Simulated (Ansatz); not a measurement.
## TiTe$_{2}$: from a starting cell to a relaxed one

The start is a relaxed TiTe2 cell, doubled along one cell vector, shaken by Gaussian noise of σ = 0.08 Å a coordinate. A full variable-cell relaxation at zero pressure is run with PBE (plane waves to 420 eV, PAW, scalar-relativistic; Ansatz, a first-principles code). First-step values are on the input's coarse k-mesh.

Ansatz input (later rounds restart from its end on a renewed k-mesh):
Ansatz 0.2 input:
```yaml
crystal:
  lattice:
    - [13.531247265, 0, 0]
    - [0, 6.7656236325, 0]
    - [0, 0, 3.7556469688]
  atoms:
    - { symbol: Ti, position: [0.0031813287, 0.006280044, -0.0243406054] }
    - { symbol: Ti, position: [0.4975566473, -0.0191628556, 0.0215523545] }
    - { symbol: Ti, position: [0.2570350168, 0.5091428396, 0.4895101022] }
    - { symbol: Ti, position: [0.7549221947, 0.4999187604, 0.5179255332] }
    - { symbol: Te, position: [0.1468756938, 0.2953899023, -0.0387239409] }
    - { symbol: Te, position: [0.6504518489, 0.2822605114, -0.0101692797] }
    - { symbol: Te, position: [0.3958819977, 0.1908163112, 0.5080895015] }
    - { symbol: Te, position: [0.9069770814, 0.2062289985, 0.4909460054] }
    - { symbol: Te, position: [0.108162702, 0.7848714424, 0.4893051184] }
    - { symbol: Te, position: [0.6037463419, 0.7977794917, 0.5091900377] }
    - { symbol: Te, position: [0.3494889248, 0.7045113455, 0.0113630911] }
    - { symbol: Te, position: [0.8681198207, 0.7030931899, 0.0401324401] }
basis: { ecutwfc: 420, ecutrho_ratio: 4, xc_grid: 2, fft_grid_basis: typed }
kpoints: { mp_grid: { grid: [2, 4, 6] } }
hamiltonian:
  xc: pbe
  dispersion: none
  pseudopotentials: { kind: paw }
scf: { occupations: { method: fermi_dirac, width: 0.05 } }
relax: { f_tol: 0.01, max_steps: 100, cell: { stress_tol: 0.02 } }
output: { forces: true, stress: true }
```

Problem. Which atoms feel the largest initial force, and how large is it?

Solution. About 1.5 eV/Å, on Ti3 (atoms numbered as listed).

Problem. By how much does the energy per atom fall from start to end?

Solution. 0.06 eV/atom.

Problem. How do the shortest distances between atoms change?

Solution. The closest pairs of elements (up to four, under 3.6 Å), start → end: Te–Ti 2.56 → 2.74 Å; Te–Te 3.70 → 3.48 Å.

Problem. What band gap does the relaxed structure have at this level?

Solution. No gap (metallic).

Final values are on a 8×7×13 k-mesh of the relaxed cell. No spin polarisation in the result.

The relaxed structure here is a generated cell of TiTe2: the first start was made by placing the elements on the sites of a structure type, and the end was not matched to a known phase here, so it may be hypothetical. Known forms of TiTe2 include space group No. 164.
